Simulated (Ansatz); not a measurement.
CrI3: from a starting cell to a relaxed one

The start is a generated cell, CrI3 placed in the AFLOW prototype A3B_hP4_191_bc_a (as in Li3N). A full variable-cell relaxation at zero pressure is run with PBE (plane waves to 420 eV, PAW, scalar-relativistic; Ansatz, a first-principles code). The first steps use a coarse 5×5×4 k-mesh.

Initial structure:
```
CrI3
1.0
    5.31826     0.00000     0.00000
   -2.65913     4.60574     0.00000
    0.00000     0.00000     5.63218
I Cr
3 1
Direct
  0.00000   0.00000   0.50000
  0.33333   0.66667   0.00000
  0.66667   0.33333   0.00000
  0.00000   0.00000   0.00000
```
Spin-polarised start, with parallel moments on Cr.

### Question
By how much does the energy per atom fall from start to end?

### Answer
0.04 eV/atom.

### Question
How does the volume per atom move from start to end?

### Answer
+5.7 %, from 34.49 to 36.45 Å³/atom.

### Question
How do the shortest distances between atoms change?

### Answer
The closest pairs of elements (up to four, under 3.6 Å), start → end: Cr–I 2.82 → 2.72 Å; I–I 3.07 → 3.21 Å.

### Question
What band gap does the relaxed structure have at this level?

### Answer
No gap (metallic).

### Question
Write out the relaxed structure.

### Answer

```cif
data_CrI3
_chemical_formula_sum 'I3 Cr1'
_space_group_name_H-M_alt 'P6/mmm'
_space_group_IT_number 191
_space_group_name_Hall '-P 6 2'
_cell_length_a 5.56093
_cell_length_b 5.56093
_cell_length_c 5.44406
_cell_angle_alpha 90.000
_cell_angle_beta 90.000
_cell_angle_gamma 120.000
loop_
_atom_site_label
_atom_site_type_symbol
_atom_site_symmetry_multiplicity
_atom_site_Wyckoff_symbol
_atom_site_fract_x
_atom_site_fract_y
_atom_site_fract_z
_atom_site_occupancy
I1 I 1 b 0.00000 0.00000 0.50000 1
I2 I 2 c 0.33333 0.66667 0.00000 1
Cr1 Cr 1 a 0.00000 0.00000 0.00000 1
```

The space group stays P6/mmm (No. 191) (the run could not lower it); the end is AFLOW prototype A3B_hP4_191_bc_a (as in Li3N), with 4 atoms in the primitive magnetic cell. Final values are on a 10×10×9 k-mesh of the relaxed cell. Spin state reached: ferromagnetic (net 0.87 μB/atom), from parallel starting moments; other spin orders were not run from this start.

The run could not lower the symmetry of its start; a shaken copy of this end point relaxes with PBE to Pm (No. 6), 0.26 eV/atom lower.

The relaxed structure here is a generated cell of CrI3: the first start was made by placing the elements on the sites of a structure type, and the end was not matched to a known phase here, so it may be hypothetical. Known forms of CrI3 include space group No. 148.
